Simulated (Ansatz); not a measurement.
TaTe:
```yaml
crystal:
  lattice:
    - [1.81484, -5.06072, 0.00000]
    - [1.81484, 5.06072, 0.00000]
    - [0.00000, 0.00000, 4.73409]
  atoms:
    - { symbol: Te, position: [0.63630, 0.36370, 0.25000] }
    - { symbol: Ta, position: [0.92282, 0.07718, 0.25000] }
    - { symbol: Te, position: [0.36370, 0.63630, 0.75000] }
    - { symbol: Ta, position: [0.07718, 0.92282, 0.75000] }
```

Relaxed with r²SCAN.

### Question
Give the Bader charges and basin volumes of the independent atoms, DFT-r²SCAN in the program Ansatz with PAW potentials.

### Answer


```tsv
atom	Bader charge (e)	Bader volume (Å³)
Te1	-0.82	26.6
Ta2	+0.82	16.9
```

Space group Cmcm. The start of the workflow was typed in or built on a structure type; neither database checked (COD, Materials Project) lists it. Whether it is the stable phase at ambient conditions was not checked. The r²SCAN relaxation kept the symmetry of its start; whether a distortion lowers the energy is not shown. No spin polarisation was allowed. Scalar-relativistic: spin–orbit coupling is off unless named, which matters more the heavier the elements.

Potentials: the later of the program's two PAW sets.
